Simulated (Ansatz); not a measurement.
Task: Each is relaxed and computed with DFT-r²SCAN in the program Ansatz with PAW potentials. Which is the only metal?
A. CsVBr3, P6_3/mmc (Cs on 2d, V on 2a, Br on 6h)
B. Fe2Ge, P6_3/mmc (Fe on 2a, Fe on 2c, Ge on 2d)
C. FeLi2Nb4O12, P1 (Pearson symbol aP19)
D. FeTeAs, P2_1/c (Fe on 4e, Te on 4e, As on 4e)

Result: B, Fe2Ge, P6_3/mmc (Fe on 2a, Fe on 2c, Ge on 2d). Fe2Ge: metal; FeLi2Nb4O12: gap 0.60 eV (indirect); CsVBr3: gap 2.47 eV (indirect); FeTeAs: gap 0.93 eV (direct). Spin orders computed, not proven ground states: Fe2Ge, P6_3/mmc (Fe on 2a, Fe on 2c, Ge on 2d) ferromagnetic; FeLi2Nb4O12, P1 (Pearson symbol aP19) ferromagnetic; CsVBr3, P6_3/mmc (Cs on 2d, V on 2a, Br on 6h) antiferromagnetic. Typed or built starts, not in the databases checked: FeLi2Nb4O12, P1 (Pearson symbol aP19). Standing as an ambient phase not checked: Fe2Ge, P6_3/mmc (Fe on 2a, Fe on 2c, Ge on 2d); CsVBr3, P6_3/mmc (Cs on 2d, V on 2a, Br on 6h); FeTeAs, P2_1/c (Fe on 4e, Te on 4e, As on 4e). All cells were relaxed under the symmetry of their starts (and spin orders); stability against distortions was not tested throughout. Cells of antiferromagnets are given as chemical subcells. Rows with no word on spin ran without spin polarisation. No Hubbard U is applied. Spin–orbit coupling is left out wherever it is not named.

Potentials: the later of the program's two PAW sets.
